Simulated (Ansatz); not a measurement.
Sn$_{2}$Pt:
```
CELL_PARAMETERS angstrom
      0.00000     3.23829     3.23829
      3.23829     0.00000     3.23829
      3.23829     3.23829     0.00000
ATOMIC_POSITIONS crystal
  Sn 0.75000 0.75000 0.75000
  Sn 0.25000 0.25000 0.25000
  Pt 0.00000 0.00000 0.00000
```

Relaxed with r²SCAN. Special points in fractions of this cell's reciprocal vectors: Γ (0.000, 0.000, 0.000); X (0.500, 0.000, 0.500); U (0.625, 0.250, 0.625); K (0.375, 0.375, 0.750); L (0.500, 0.500, 0.500); W (0.500, 0.250, 0.750).

Task: List the band energies nearest the Fermi level at these points for DFT-r²SCAN in the program Ansatz with PAW potentials.

Result: In eV from the Fermi level; about four levels below and three above (degenerate sets whole), none deeper than 8.9 eV; points with the same levels are listed once.

```csv
k,below,above
Γ,-5.43 -5.43 -5.43 -3.74 -3.74 -2.78,2.52 2.52 2.52
X,-3.62 -3.45 -3.45 -0.50,2.31 7.47 7.47
U,-4.12 -3.70 -3.06 -2.31,0.43 3.85 5.02
L,-3.68 -3.68 -0.67 -0.67,1.01 1.11 2.93 2.93
W,-3.77 -3.77 -3.61 -2.28,2.34 2.34 4.56
```

Space group Fm-3m (fluorite or antifluorite type). The workflow started from a Materials Project entry (that database holds measured and hypothetical structures alike); the Crystallography Open Database files this formula in space group No. 225, but the cells were not matched. Its standing as an ambient phase is unchecked. The r²SCAN relaxation kept the symmetry of its start; its stability against distortions is not shown here. No spin polarisation was allowed. Scalar-relativistic: spin–orbit coupling is off unless named, which matters more the heavier the elements.

Potentials: the later of the program's two PAW sets.
